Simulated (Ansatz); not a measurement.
Notes on Sc6Te2Ru

```xyz
9
Lattice="7.5764 0.0000 0.0000 -3.7882 6.5613 0.0000 0.0000 0.0000 3.8383" Properties=species:S:1:pos:R:3 pbc="T T T"
Te   -0.0004    4.3744    0.0000
Te    3.7886    2.1869    0.0000
Ru    0.0000    0.0000    1.9192
Sc    4.6413    0.0000    1.9192
Sc    1.4675    2.5419    1.9192
Sc   -2.3206    4.0195    1.9192
Sc    1.8077    0.0000    0.0000
Sc    2.8843    4.9958    0.0000
Sc   -0.9039    1.5655    0.0000
```

Single point in Ansatz 0.2.0 with r2SCAN, no spin polarisation. Cutoff 500 eV, PAW datasets, 5×5×9 Γ-centred k mesh, methfessel-paxton filling (width 0.0631 eV).

(1) What do density and ELF say about some of the short contacts?

(2) Which element gives electrons and which takes them?

(3) Is there a gap?

(4) What does the stress say?

(5) Where is the largest force?

Origin: a known structure type with other elements, at an estimated volume, so it need not be a known compound.

Answers

(1) Ru–Sc at 2.64 Å: least valence density 0.30 e/Å³ and ELF 0.14 there. Te–Sc at 2.95 Å: least valence density 0.19 e/Å³ and ELF 0.10 there. Sc–Sc at 3.20 Å: least valence density 0.12 e/Å³ and ELF 0.22 there. These are pseudo-fields; inside the PAW spheres they differ from the all-electron ones.

(2) Bader charges in e: Sc +1.25, Te -1.91, Ru -3.68. In the mean Sc gives up most and Ru takes most.

(3) It is a metal, with about 8.1 states/eV a cell as the mean within 0.25 eV of the Fermi level, mostly Sc d (78 %).

(4) The pressure is 3.7 GPa (compression positive), so with the atoms held at these fractions the cell would first expand. The principal stresses 2.3, 4.4, 4.4 GPa differ, so its shape would change too.

(5) The largest is on Sc4 (and as large on other atoms): 0.10 eV/Å, components (-0.10, 0.00, 0.00). It makes 180° with the line to a nearest neighbour, Ru3 at 2.94 Å, pointing away from it.
